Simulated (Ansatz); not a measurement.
Zn$_{3}$Rh:
```
CELL_PARAMETERS angstrom
     -1.83094     1.83094     4.01863
      1.83094    -1.83094     4.01863
      1.83094     1.83094    -4.01863
ATOMIC_POSITIONS crystal
  Zn 0.75000 0.25000 0.50000
  Zn 0.25000 0.75000 0.50000
  Zn 0.50000 0.50000 0.00000
  Rh 0.00000 0.00000 0.00000
```

Relaxed with r²SCAN. Special points in fractions of this cell's reciprocal vectors: Γ (0.000, 0.000, 0.000); X (0.000, 0.000, 0.500); P (0.250, 0.250, 0.250); N (0.000, 0.500, 0.000); M (0.500, 0.500, -0.500); S (0.302, 0.698, -0.302); S0 (-0.302, 0.302, 0.302); R (-0.104, 0.104, 0.500); G (0.500, 0.500, -0.104).

Task: List the band energies nearest the Fermi level at these points for plane-wave PAW r²SCAN (Ansatz code).

Result: In eV from the Fermi level; about four levels below and three above (degenerate sets whole), none deeper than 8.9 eV; points with the same levels are listed once.

```tsv
k	below	above
Γ	-2.36 -2.36 -1.12 -1.00	4.59 4.90 4.90
X	-2.44 -2.31 -1.62 -1.05	0.38 2.69 3.44
P	-2.09 -2.09 -1.05 -0.49 -0.14	4.19 4.19 4.34
N	-2.00 -1.72 -0.87 -0.70	2.26 5.92 6.88
M	-1.71 -1.46 -1.46 -1.15	0.73 0.73 6.47
S	-1.91 -1.66 -1.40 -0.99	4.22 5.54 5.88
R	-2.34 -2.22 -1.71 -0.91	0.49 3.37 4.80
```

Space group I4/mmm. The first step of the workflow began from a Materials Project structure, measured or hypothetical; the Crystallography Open Database copy checked does not list it. With Zn and Rh taken as one species the cell has the higher symmetry Fm-3m, so it may be an ordered model of a mixed-site phase. Whether it is the stable phase at ambient conditions was not checked. The r²SCAN relaxation kept the symmetry of its start; whether a distortion lowers the energy is not shown. No spin polarisation was allowed. Spin–orbit coupling is left out wherever it is not named.

Potentials: the later of the program's two PAW sets.
